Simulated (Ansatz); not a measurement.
Li:
```xyz
1
Lattice="-1.7175 1.7175 1.7175 1.7175 -1.7175 1.7175 1.7175 1.7175 -1.7175" Properties=species:S:1:pos:R:3 pbc="T T T"
Li     0.0000     0.0000     0.0000
```

Relaxed with PBE. Special points in fractions of this cell's reciprocal vectors: Γ (0.000, 0.000, 0.000); H (0.500, -0.500, 0.500); N (0.000, 0.000, 0.500); P (0.250, 0.250, 0.250).

### Question
List the band energies nearest the Fermi level at these points for the program Ansatz at the PBE level (PAW).

### Answer
In eV from the Fermi level; about four levels below and three above (degenerate sets whole), none deeper than 8.9 eV; … stands for higher levels left out; points with the same levels are listed once.

| k | below | above |
|---|---|---|
| Γ | -3.59 | … |
| H | – | 5.50 5.50 5.50 |
| N | – | 0.23 3.22 10.35 |
| P | – | 3.36 3.36 3.36 |

Space group Im-3m (bcc (W type)). The PBE relaxation kept the symmetry of its start.

Potentials: the later of the program's two PAW sets.
